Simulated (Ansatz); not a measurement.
Crystals of one structure type (zinc blende) and one family of elements, relaxed and computed with the program Ansatz at the r²SCAN level (PAW); HSE06 gaps on those cells.

```
crystal  gap (eV)  HSE06 gap (eV)
-------  --------  --------------
InAs         0.08            0.36
BiB          0.39            0.89
GaAs         0.96            1.36
GaP          1.84               ?
GaN          2.17            3.00
AlN          3.94            4.55
BN           5.00            5.79
```

Question: Fit a straight line to E_g(HSE06) against E_g and predict the withheld value.

Answer: Least squares on the 6 shown rows: E_g(HSE06) = 1.081 × E_g + (0.399), with a scatter of 0.13. For GaP this gives 2.39. The run itself gave 2.26, within the scatter.

Constructed cells (a structure type filled with these elements, in neither database checked): BiB, zinc blende. All cells were relaxed under the symmetry of their starts (and spin orders); stability against distortions was not tested throughout. Scalar-relativistic: spin–orbit coupling is off unless named, which matters more the heavier the elements.

Potentials: the later of the program's two PAW sets.
